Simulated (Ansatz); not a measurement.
Input, command and steps of an Ansatz relaxation.

```yaml
crystal:
  lattice:
    - [-2.5585612047, 2.5585612047, 5.7152276261]
    - [2.5585612047, -2.5585612047, 5.7152276261]
    - [2.5585612047, 2.5585612047, -5.7152276261]
  atoms:
    - { symbol: Rb, position: [0.5, 0.5, 0.0] }
    - { symbol: Rb, position: [0.25, 0.75, 0.5] }
    - { symbol: Rb, position: [0.75, 0.25, 0.5] }
    - { symbol: Cl, position: [0.0, 0.0, 0.0] }
basis:
  ecutwfc: 420
kpoints:
  mp_grid: { grid: [6, 6, 6] }
hamiltonian:
  xc: pbe
scf:
  occupations: { method: gaussian, width: 0.1 }
  lower_state_search: "off"
output:
  forces: true
  stress: true
  eigenvalues: true
relax:
  adjacent_minimum: "off"
  f_tol: 0.04
  max_steps: 70
  cell: { stress_tol: 0.4 }
```

```bash
ansatz run input.yaml --threads 1 --pin off --max-ram 2560MiB --backend cpu --events-out ev --progress --plain --runs-dir out
```

The calculation used DFT PBE, scalar-relativistic, plane waves, PAW in Ansatz.

Of 9 frames 9 are shown, positions in Å and forces in eV/Å; the SCF threshold varies from step to step. Steps run on the plane waves of an earlier cell, with a Pulay correction in the pressure. The basis is chosen afresh for the last frame, the zero of the energies, and at times for earlier ones too; energy and pressure step there, also at an unchanged geometry. Here that happened at step 9 (-3 meV/atom, 0.1 GPa); the frames before carry an error of that size.

```xyz
4
Lattice="-2.5586 2.5586 5.7152 2.5586 -2.5586 5.7152 2.5586 2.5586 -5.7152" Properties=species:S:1:pos:R:3:forces:R:3 pbc="T T T" step=1 free_energy_over_end_meV_per_atom=258.03 pressure_GPa=5.06
Rb    0.0000    0.0000    5.7152    0.0000    0.0000    0.0000
Rb    2.5586    0.0000    2.8576    0.0000    0.0000    0.0000
Rb    0.0000    2.5586    2.8576    0.0000    0.0000    0.0000
Cl    0.0000    0.0000    0.0000    0.0000    0.0000    0.0000
4
Lattice="-2.6665 2.6665 5.9939 2.6665 -2.6665 5.9939 2.6665 2.6665 -5.9939" Properties=species:S:1:pos:R:3:forces:R:3 pbc="T T T" step=2 free_energy_over_end_meV_per_atom=130.08 pressure_GPa=2.92
Rb    0.0000    0.0000    5.9939    0.0000    0.0000    0.0000
Rb    2.6665    0.0000    2.9969    0.0000    0.0000    0.0000
Rb    0.0000    2.6665    2.9969    0.0000    0.0000    0.0000
Cl    0.0000    0.0000    0.0000    0.0000    0.0000    0.0000
4
Lattice="-2.7699 2.7699 6.2725 2.7699 -2.7699 6.2725 2.7699 2.7699 -6.2725" Properties=species:S:1:pos:R:3:forces:R:3 pbc="T T T" step=3 free_energy_over_end_meV_per_atom=55.20 pressure_GPa=1.52
Rb    0.0000    0.0000    6.2725    0.0000    0.0000    0.0000
Rb    2.7699    0.0000    3.1362    0.0000    0.0000    0.0000
Rb    0.0000    2.7699    3.1362    0.0000    0.0000    0.0000
Cl    0.0000    0.0000    0.0000    0.0000    0.0000    0.0000
4
Lattice="-2.8613 2.8613 6.5511 2.8613 -2.8613 6.5511 2.8613 2.8613 -6.5511" Properties=species:S:1:pos:R:3:forces:R:3 pbc="T T T" step=4 free_energy_over_end_meV_per_atom=18.40 pressure_GPa=0.64
Rb    0.0000    0.0000    6.5511    0.0000    0.0000    0.0000
Rb    2.8613    0.0000    3.2756    0.0000    0.0000    0.0000
Rb    0.0000    2.8613    3.2756    0.0000    0.0000    0.0000
Cl    0.0000    0.0000    0.0000    0.0000    0.0000    0.0000
4
Lattice="-2.9318 2.9318 6.8243 2.9318 -2.9318 6.8243 2.9318 2.9318 -6.8243" Properties=species:S:1:pos:R:3:forces:R:3 pbc="T T T" step=5 free_energy_over_end_meV_per_atom=5.80 pressure_GPa=0.12
Rb    0.0000    0.0000    6.8243    0.0000    0.0000    0.0000
Rb    2.9318    0.0000    3.4122    0.0000    0.0000    0.0000
Rb    0.0000    2.9318    3.4122    0.0000    0.0000    0.0000
Cl    0.0000    0.0000    0.0000    0.0000    0.0000    0.0000
4
Lattice="-2.9459 2.9459 6.9451 2.9459 -2.9459 6.9451 2.9459 2.9459 -6.9451" Properties=species:S:1:pos:R:3:forces:R:3 pbc="T T T" step=6 free_energy_over_end_meV_per_atom=4.46 pressure_GPa=0.00
Rb    0.0000    0.0000    6.9451    0.0000    0.0000    0.0000
Rb    2.9459    0.0000    3.4725    0.0000    0.0000    0.0000
Rb    0.0000    2.9459    3.4725    0.0000    0.0000    0.0000
Cl    0.0000    0.0000    0.0000    0.0000    0.0000    0.0000
4
Lattice="-2.9428 2.9428 7.0352 2.9428 -2.9428 7.0352 2.9428 2.9428 -7.0352" Properties=species:S:1:pos:R:3:forces:R:3 pbc="T T T" step=7 free_energy_over_end_meV_per_atom=3.87 pressure_GPa=-0.05
Rb    0.0000    0.0000    7.0352    0.0000    0.0000    0.0000
Rb    2.9428    0.0000    3.5176    0.0000    0.0000    0.0000
Rb    0.0000    2.9428    3.5176    0.0000    0.0000    0.0000
Cl    0.0000    0.0000    0.0000    0.0000    0.0000    0.0000
4
Lattice="-2.9238 2.9238 7.1641 2.9238 -2.9238 7.1641 2.9238 2.9238 -7.1641" Properties=species:S:1:pos:R:3:forces:R:3 pbc="T T T" step=8 free_energy_over_end_meV_per_atom=3.21 pressure_GPa=-0.06
Rb    0.0000    0.0000    7.1641    0.0000    0.0000    0.0000
Rb    2.9238    0.0000    3.5821    0.0000    0.0000    0.0000
Rb    0.0000    2.9238    3.5821    0.0000    0.0000    0.0000
Cl    0.0000    0.0000    0.0000    0.0000    0.0000    0.0000
4
Lattice="-2.9238 2.9238 7.1641 2.9238 -2.9238 7.1641 2.9238 2.9238 -7.1641" Properties=species:S:1:pos:R:3:forces:R:3 pbc="T T T" step=9 free_energy_over_end_meV_per_atom=0.00 pressure_GPa=0.00
Rb    0.0000    0.0000    7.1641    0.0000    0.0000    0.0000
Rb    2.9238    0.0000    3.5821    0.0000    0.0000    0.0000
Rb    0.0000    2.9238    3.5821    0.0000    0.0000    0.0000
Cl    0.0000    0.0000    0.0000    0.0000    0.0000    0.0000
```

The start puts this composition into another compound's structure type, which needn't suit it. The cell swells from 37.4 to 61.2 Å³ an atom, so the end can be far from any stable crystal. At the end the space group is I4/mmm (tolerance 0.05 Å).

The run took 27 s on 1 thread of Intel(R) Xeon(R) 6975P-C (Granite Rapids), on a shared host, peak memory 0.61 GiB.

The k mesh is coarse.